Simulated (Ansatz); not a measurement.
Relaxed-ion elastic tensor of LiNbO₃ in space group R3c (No. 161; Li on 6a, Nb on 6a, O on 18b) in GPa (Voigt order), plane-wave PAW PBEsol (Ansatz code); density 4.67 g/cm³, 10.52 Å³ per atom.

```
      1     2     3     4     5     6
-  ----  ----  ----  ----  ----  ----
1   199  60.4  68.9   9.4   0.0   0.0
2  60.4   199  68.9  -9.4   0.0   0.0
3  68.9  68.9   234   0.0   0.0   0.0
4   9.4  -9.4   0.0  58.6   0.0   0.0
5   0.0   0.0   0.0   0.0  58.6   9.4
6   0.0   0.0   0.0   0.0   9.4  69.2
```

**Question.** Is the crystal mechanically stable?

**Answer.** Yes: the smallest eigenvalue of C is 53.1 GPa.

**Question.** Work out the Voigt, Reuss and Hill averages.

**Answer.** K_V = 114, K_R = 113, K_H = 114; G_V = 66.1, G_R = 64.2, G_H = 65.2 GPa.

**Question.** Give Young's modulus, Poisson's ratio, Pugh's ratio and the universal anisotropy index.

**Answer.** E = 9KG/(3K + G) = 164 GPa; ν = 0.26; K/G = 1.74 (near the Pugh limit of 1.75, no verdict); A_U = 5G_V/G_R + K_V/K_R − 6 = 0.16.

**Question.** Estimate the sound speeds and the Debye temperature.

**Answer.** v_l = √((K + 4G/3)/ρ) = 6560 m/s, v_t = √(G/ρ) = 3740 m/s, mean 4150 m/s; Θ = (h/k)(3n/4πV)^(1/3) v_m = 564 K.

**Question.** Solve the Christoffel equation for the three sound speeds along x, y, z.

**Answer.** Eigenvalues of C_ijkl n_j n_l equal ρv² (piezoelectric stiffening left out). In km/s, slowest first: x 3.37, 4.00, 6.53; y 3.52, 3.85, 6.54; z 3.54, 3.54, 7.07.

**Question.** How much does each axis shrink under pressure?

**Answer.** Linear compressibilities β_i = Σ_j S_ij (j = 1 to 3): x 3.2, y 3.2, z 2.4 per TPa.

The PBEsol relaxation kept the symmetry of its start. No spin polarisation was allowed.

Potentials: the later of the program's two PAW sets.
